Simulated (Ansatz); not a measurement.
This run works on a generated trial structure, not on a known crystal.

Input and command of a plane-wave DFT calculation in Ansatz:

```yaml
crystal:
  lattice:
    - [3.2189702601, 0.0, 0.0]
    - [0.0, 3.2189702601, 0.0]
    - [0.0, 0.0, 8.6180079301]
  atoms:
    - { symbol: Ga, position: [0.5, 0.5, 0.1998397093] }
    - { symbol: Ga, position: [0.5, 0.5, 0.5] }
    - { symbol: Ga, position: [0.5, 0.5, 0.8001602907] }
    - { symbol: B, position: [0.0, 0.0, 0.4057136094] }
    - { symbol: B, position: [0.0, 0.0, 0.5942863906] }
    - { symbol: As, position: [0.0, 0.0, 0.0] }
basis:
  ecutwfc: 420
kpoints:
  mp_grid: { grid: [12, 12, 6] }
hamiltonian:
  xc: pbe
scf:
  occupations: { method: gaussian, width: 0.1 }
output:
  forces: true
  stress: true
  eigenvalues: true
  write_density: true
  write_potential: true
  elf: true
  volumetric_format: npy
relax:
  adjacent_minimum: "off"
  f_tol: 0.01
  max_steps: 80
  cell: { stress_tol: 0.05 }
```

```bash
ansatz run input.yaml --threads 1 --pin off --max-ram 2560MiB --backend cpu --events-out ev --progress --plain --runs-dir out
```

Processor: Intel(R) Xeon(R) Processor @ 2.70GHz, 1 thread, on a host shared with other jobs.

Question: Estimate time, memory and problem size.

Answer: About 4 min, peak memory 0.6 GiB. It solves 36 bands at 112 k points (after reduction by symmetry) with about 1717 plane waves (on the last cell), in 71 SCF iterations over 10 ionic steps.
